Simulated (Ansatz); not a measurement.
Single point in Ansatz 0.2.0 with PBE, with U_eff = 3.16 eV on Cr d (all-electron-ortho-atomic projectors), collinear spin. Cutoff 420 eV, PAW datasets, 6×6×6 Γ-centred k mesh, fermi-dirac filling (width 0.1 eV).

Computed maps in the lattice plane spanned by b (left to right, 4.28 Å, 13 points from zero) and c (bottom to top, 4.28 Å, 13 points from zero), 90° apart, at height 0.000 along a. The fields are smooth PAW ones with compensation charges, not the true ones near nuclei.

Valence density. Digits on a logarithmic scale: 0 up to 0.03 e/Å³, each further digit a factor of 1.6, 9 from 1.3 e/Å³ up:
```
9996699996699
9964579975469
5543345543345
7653112211356
9974100001479
9995200002599
9995200002599
9974100001479
7653112211356
5543345543345
9964579975469
9996699996699
9996799997699
```

Spin density. Ten even steps from '0' (-0.11 e/Å³) to '9' (6.09 e/Å³):
```
4310000000013
0000000000000
0000000000000
0000000000000
0000000000000
0000000000000
0000000000000
0000000000000
0000000000000
0000000000000
0000000000000
4310000000013
9510000000015
```

The cell is NaCrF3. Which atoms lie within 0.2 Å of this plane, and where (fractions of b and c)?

Cr at (0.00, 0.00), F at (0.50, 0.00), F at (0.00, 0.50). The whole cell:
```
Cr F Na
1.0
     4.27599    0.00000    0.00000
     0.00000    4.27599    0.00000
     0.00000    0.00000    4.27599
Cr F Na
1 3 1
Direct
  0.00000 0.00000 0.00000
  0.50000 0.00000 0.00000
  0.00000 0.50000 0.00000
  0.00000 0.00000 0.50000
  0.50000 0.50000 0.50000
```

Magnetic state (reached from a saved solution, and it need not be the lowest): Cr1 up.

Origin: a known structure type with other elements, at an estimated volume, so it need not be a known compound.
